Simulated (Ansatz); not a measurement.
## W: symmetry broken, then relaxed

Method: Ansatz 0.2.0, DFT PBEsol, scalar-relativistic, plane waves, PAW. Cutoff 420 eV, Γ-centred 16×16×16 k-points, Gaussian smearing of 0.15 eV. Spin–orbit coupling is left out, which can shift energies with elements as heavy as these. No spin polarisation. Energies are free energies at this smearing, counted from the undisturbed cell; pressure is positive in compression.

The undisturbed cell (relaxed at this level):

```yaml
crystal:
  lattice:
    - [-1.57718, 1.57718, 1.57718]
    - [1.57718, -1.57718, 1.57718]
    - [1.57718, 1.57718, -1.57718]
  atoms:
    - { symbol: W, position: [0.00000, 0.00000, 0.00000] }
```

The cell is strained by (0.0002, -0.0222, 0.0220, -0.0871, 0.0332, -0.0048) (xx, yy, zz, yz, xz, xy; engineering shear). The atoms are then relaxed in that fixed cell.

**Question.** How much of the energy do the atoms recover?

**Answer.** The disturbance cost 79.6 meV/atom, and 79.6 meV/atom remain in the strained cell. The final space group reads P-1 (tolerance 0.05 Å).

Final structure:

```
W
1.0
    -1.55522    1.47727    1.51693
     1.60753   -1.61470    1.70667
     1.54760    1.60708   -1.65436
W
1
Direct
  0.00000 0.00000 0.00000
```

The relaxation, step by step (energy from the first step):

| step | ΔE (meV/atom) | largest force component (eV/Å) | pressure (GPa) |
| --- | --- | --- | --- |
| 1 | 0.0 | 0.000 | n/a |